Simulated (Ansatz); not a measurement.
### Question
Each is relaxed and computed with the program Ansatz at the PBEsol level (PAW). Which is the only metal?
(A) NbAlB, Cmcm (Al on 4c, B on 4c, Nb on 4c)
(B) AlBN2, chalcopyrite
(C) AlBO3, R-3c (Al on 6b, B on 6a, O on 18e)
(D) BAs, P6_222 (B on 3d, As on 3c)

### Answer
A, NbAlB, Cmcm (Al on 4c, B on 4c, Nb on 4c). NbAlB: metal; AlBO3: gap 5.80 eV (indirect); AlBN2: gap 2.69 eV (direct); BAs: gap 0.31 eV (indirect). Typed or built starts, not in the databases checked: NbAlB, Cmcm (Al on 4c, B on 4c, Nb on 4c); AlBN2, chalcopyrite; BAs, P6_222 (B on 3d, As on 3c). Not the usual ambient phase: BAs, P6_222 (B on 3d, As on 3c). Standing as an ambient phase not checked: AlBO3, R-3c (Al on 6b, B on 6a, O on 18e). All cells were relaxed under the symmetry of their starts (and spin orders); stability against distortions was not tested throughout. Rows with no word on spin ran without spin polarisation. Spin–orbit coupling is left out wherever it is not named.

Potentials: the later of the program's two PAW sets.
